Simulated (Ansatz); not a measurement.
GaSb:
```
GaSb
1.0
    4.34495     0.00000     0.00000
   -2.17247     3.76284     0.00000
    0.00000     0.00000     9.41259
Ga Sb
3 3
Cartesian
  2.17431   0.00000   6.27506
 -1.08716   1.88301   3.13753
  1.08532   1.87983   0.00000
  2.17368   0.00000   1.56876
 -1.08684   1.88246   7.84382
  1.08563   1.88037   4.70629
```

Relaxed with PBEsol. Special points in fractions of this cell's reciprocal vectors: Γ (0.000, 0.000, 0.000); M (0.500, 0.000, 0.000); K (0.333, 0.333, 0.000); A (0.000, 0.000, 0.500); L (0.500, 0.000, 0.500); H (0.333, 0.333, 0.500).

Q: List the band energies nearest the Fermi level at these points for PBEsol (plane waves, PAW; program Ansatz).

A: In eV from the Fermi level; about four levels below and three above (degenerate sets whole), none deeper than 8.9 eV; points with the same levels are listed once.

```tsv
k	below	above
Γ	-0.69 -0.56 -0.56 -0.30	0.42 1.23 1.23
M	-2.43 -1.72 -1.49 -1.46	0.04 0.51 1.13
K	-2.00 -1.48 -1.48 -0.38	1.92 1.92 4.32 4.32
A	-0.51 -0.45 -0.45 -0.12	1.36 1.36 1.36
L	-2.39 -2.24 -1.89 -1.67	1.17 1.23 2.33
H	-3.57 -3.57 -1.88 -1.30	2.11 2.11 2.24
```

Space group P6_222. The start of the workflow was typed in or built on a structure type; neither database checked (COD, Materials Project) lists it. It is not the phase usual at ambient conditions (space group No. 216). Symmetry was held in the PBEsol relaxation; whether a distortion lowers the energy is not shown. A small band overlap can be real or an error of a semilocal functional. Point labels and valley counts follow the cell and symmetry of the run, lower than the named group. Scalar-relativistic: spin–orbit coupling is off unless named, which matters more the heavier the elements.

Potentials: the later of the program's two PAW sets.
